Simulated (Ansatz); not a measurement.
SrTiO$_{3}$ (cubic perovskite)

```yaml
crystal:
  lattice:
    - [3.93649, 0.00000, 0.00000]
    - [0.00000, 3.93649, 0.00000]
    - [0.00000, 0.00000, 3.93649]
  atoms:
    - { symbol: Sr, position: [0.00000, 0.00000, 0.00000] }
    - { symbol: Ti, position: [0.50000, 0.50000, 0.50000] }
    - { symbol: O, position: [0.00000, 0.50000, 0.50000] }
    - { symbol: O, position: [0.50000, 0.50000, 0.00000] }
    - { symbol: O, position: [0.50000, 0.00000, 0.50000] }
```

The slice is a {210} plane (indices of the conventional cell) through the point (0.000, 0.000, 0.000) (fractional), spanned by u = [100] and v = [021] in vectors of this cell: u (3.94 Å) and v (8.80 Å, at 90° to u). It covers one period; positions are fractions (u, v).

Calculation: PBE (plane waves to 420 eV, PAW, scalar-relativistic; Ansatz, a program for electronic structure). k mesh 8×8×8. These are valence fields of a PAW run, semicore shells included where kept as valence: close to a nucleus they are smooth pseudo fields. SrTiO3 is run without spin polarisation. SrTiO3 was relaxed with its symmetry unable to fall. The PAW data are Ansatz's earlier set.

Q: Predict the map of the electrostatic potential energy of an electron, from the cell's mean on the slice.

A: 
```
|xx048840x|
|001799710|
|347888874|
|898644689|
|897300379|
|886000068|
|887200278|
|898644689|
|899xxxx99|
|889xxxx98|
|899xxxx99|
|898644689|
|887200278|
|886000068|
|897300379|
|898644689|
|347888874|
|001799710|
|xx048840x|
|xx038830x|
```
Scale: ten equal steps from 2.00 (start of '0') to 10.89 (end of '9'), in the order '0123456789'. Values: electrostatic potential energy of an electron, from the cell's mean, in eV. The map has 9 points along u (one character each, u = 0 at the left) and 20 along v (v = 0 in the bottom row). Points within 0.8 Å of a nucleus are blanked (x), as the pseudised field means little there. Values under 2 eV are set to 2. The zero, the cell's mean, hangs on the PAW cores.
